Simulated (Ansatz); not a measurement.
KMgF3:
```yaml
crystal:
  lattice:
    - [4.00539, 0.00000, 0.00000]
    - [0.00000, 4.00539, 0.00000]
    - [0.00000, 0.00000, 4.00539]
  atoms:
    - { symbol: K, position: [0.50000, 0.50000, 0.50000] }
    - { symbol: Mg, position: [0.00000, 0.00000, 0.00000] }
    - { symbol: F, position: [0.00000, 0.50000, 0.00000] }
    - { symbol: F, position: [0.50000, 0.00000, 0.00000] }
    - { symbol: F, position: [0.00000, 0.00000, 0.50000] }
```

Relaxed with HSE06. Special points in fractions of this cell's reciprocal vectors: Γ (0.000, 0.000, 0.000); X (0.000, 0.500, 0.000); M (0.500, 0.500, 0.000); R (0.500, 0.500, 0.500).

Task: List the band energies nearest the valence-band maximum at these points for the program Ansatz at the HSE06 level (PAW).

Result: In eV from the valence-band maximum; about four levels below and three above (degenerate sets whole), none deeper than 8.9 eV; points with the same levels are listed once.

```
k                                below                    above
-  -----------------------------------  -----------------------
Γ  -0.65 -0.65 -0.65 -0.30 -0.30 -0.30         9.46 12.39 12.39
X        -0.88 -0.88 -0.87 -0.52 -0.52        12.33 12.71 13.48
M        -1.05 -1.05 -0.90 -0.90 -0.02  13.32 14.05 14.90 14.90
R           -1.08 -1.08 0.00 0.00 0.00        12.81 12.81 12.81
```

Space group Pm-3m (cubic perovskite). The cell was relaxed with HSE06 under the symmetry of its start. The hybrid was solved on a coarse mesh, the path and, where they were found, the r²SCAN edge points; its band edges are the extreme levels among these.

Potentials: the later of the program's two PAW sets.
